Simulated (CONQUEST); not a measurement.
Input and output of a self-consistent single point for BaTiO3 (P4mm, 5 atoms in the cell; from Materials Project mp-5986, changed as shown) (CONQUEST).

All values come from this method and carry its errors: PBE, numerical atomic orbitals double-zeta with polarisation (the shipped basis), PseudoDojo norm-conserving potentials made for PBE (CONQUEST).

The change in words: volume scaled by 1.04. Reference geometry (P4mm):
```
BaTiO3
1.0
    3.99038     0.00000     0.00000
    0.00000     3.99038     0.00000
    0.00000     0.00000     4.10266
Ba Ti O
1 1 3
Direct
  0.50000   0.50000   0.58254
  0.00000   0.00000   0.10004
  0.00000   0.50000   0.06422
  0.50000   0.00000   0.06422
  0.00000   0.00000   0.54897
```

Reference input (self-consistent single point, DFT, PBE, numerical atomic orbitals double-zeta with polarisation (the shipped basis), PseudoDojo norm-conserving potentials made for PBE): basis = DZP; Diag.MPMeshX, Y, Z = 5 5 5; potentials = PseudoDojo norm-conserving PBE; Grid.GridCutoff = 175 Ha; DM.SolutionMethod = diagon; Diag.SmearingType = 1; Diag.kT = 0.000367 Ha; Diag.GammaCentred = true; Diag.MPOrder = 0; minE.SCTolerance = 1.0e-06; SC.MaxIters = 100; SC.LinearMixingFactor = 0.3. This run's input differs from it in these lines:

```diff
@@ -32,5 +32,5 @@
 # file: input.coords
-     7.540725333      0.000000000      0.000000000
-     0.000000000      7.540725333      0.000000000
-     0.000000000      0.000000000      7.752903782
+     7.639952962      0.000000000      0.000000000
+     0.000000000      7.639952962      0.000000000
+     0.000000000      0.000000000      7.854924427
 5
```

The program printed (abridged):

```
    new_SC_potl: Starting.  Tolerance:  0.10000E-05

    PulayMixSC: Starting Pulay mixing, A_up =  0.300 A_dn =  0.300
    PulayMixSC: Spin non-polarised calculation.
          Harris-Foulkes Energy            :     -3743.011166964701260 eV
          (TS=0 as O(N) or entropic contribution is negligible)
          DFT Total Energy                 :     -3723.649779051086625 eV
          Total number of electrons        :        39.999999999999829
    PulayMixSC: Pulay iteration     1 residual:              0.94429E-02
          Harris-Foulkes Energy            :     -3737.740867902095488 eV
   [... lines left out ...]
          (TS=0 as O(N) or entropic contribution is negligible)
          DFT Total Energy                 :     -3737.510362498753693 eV
          Total number of electrons        :        40.000023935753788
    PulayMixSC: Pulay iteration    10 residual:              0.12525E-05
          Harris-Foulkes Energy            :     -3737.510362533296302 eV
          (TS=0 as O(N) or entropic contribution is negligible)
          DFT Total Energy                 :     -3737.510362514625285 eV
          Total number of electrons        :        40.000023943010895
    PulayMixSC: Pulay iteration    11 residual:              0.48031E-06
    PulayMixSC: Reached SCF tolerance of  0.48031E-06 after     11 iterations
      | Number of electrons      =        40.000024
      |* band energy as 2Tr[K.H] =      -942.955221909707120 eV
      |  screened ion-ion energy =     -2812.947742801328332 eV
      |  Ha correction           =       -10.078557621425903 eV
      |  XC correction           =        28.471061092642628 eV
      |* Harris-Foulkes energy   =     -3737.510362533296302 eV
      |* DFT total energy        =     -3737.510362514625285 eV
      |  estimated accuracy      =        -0.000000018671281 eV

    force: Forces on atoms (eV/a0)
    force:  Atom   X              Y              Z
    force:     1   0.0000000000   0.0000000000   0.0077062993
    force:     2  -0.0000000000  -0.0000000000   0.1705695843
   [... lines left out ...]
    force:     5   0.0000000000   0.0000000000  -0.1592399192

    force: Maximum force :        0.17056958(eV/a0) on atom         2 in z direction
    force: Force Residual:        0.10500999 eV/a0
    force: Total stress:          2.84456394     2.84456394     2.88506042 GPa
    force: Average pressure:     -2.85806277 GPa

    force: Finished force
    get_E_and_F: Change in energy during last step of electronic optimisation:  0.17763E-08
```

The run converged in 11 iterations. CONQUEST prints the stress tensor with tension positive. Against the reference run the free energy hardly moves (within 1 meV/atom), the pressure goes from 3.52 to -2.86 GPa and the largest force goes from 0.134 to 0.322 eV/Å.

The program uses no crystal symmetry, so grid and mesh can part values that symmetry would make equal. The atom-centred basis is finite, which shifts total energies, pressures and forces against plane waves. The structure comes from a collection of computed structures, made at another level of theory; the collection holds predicted forms beside known ones.

Cost on one core: very roughly 120 core-seconds.
